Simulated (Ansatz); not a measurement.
This run works on a generated trial structure, not on a known crystal.

Input and command of a plane-wave DFT calculation in Ansatz:

```yaml
crystal:
  lattice:
    - [3.9374320849, 0.0, 0.0]
    - [0.0, 3.9560702467, 0.0]
    - [0.0, 0.0, 13.3377787071]
  atoms:
    - { symbol: Zr, position: [0.0, 0.5, 0.6582793072] }
    - { symbol: Zr, position: [0.5, 0.5, 0.4168728377] }
    - { symbol: Zr, position: [0.5, 0.0, 0.8005501728] }
    - { symbol: Ge, position: [0.0, 0.0, 0.1276032236] }
    - { symbol: Te, position: [0.0, 0.0, 0.3430664823] }
    - { symbol: Te, position: [0.0, 0.5, 0.8866069169] }
    - { symbol: Te, position: [0.5, 0.5, 0.1864395251] }
    - { symbol: Te, position: [0.5, 0.0, 0.5805804944] }
basis:
  ecutwfc: 420
kpoints:
  mp_grid: { grid: [8, 8, 4] }
hamiltonian:
  xc: pbe
scf:
  occupations: { method: gaussian, width: 0.1 }
output:
  forces: true
  stress: true
  eigenvalues: true
relax:
  adjacent_minimum: "off"
  f_tol: 0.01
  max_steps: 80
  cell: { stress_tol: 0.05 }
```

```bash
ansatz run input.yaml --threads 1 --pin off --max-ram 2560MiB --backend cpu --events-out ev --progress --plain --runs-dir out
```

Processor: Intel(R) Xeon(R) Platinum 8259CL CPU @ 2.50GHz (Skylake/Cascade Lake), 1 thread, on a host shared with other jobs.

Question: How long does it run, and how much memory does it take?

Answer: About 9.4 min, peak memory 1 GiB. It solves 69 bands at 75 k points (after reduction by symmetry) with about 4093 plane waves (on the last cell), in 29 SCF iterations over 4 ionic steps.
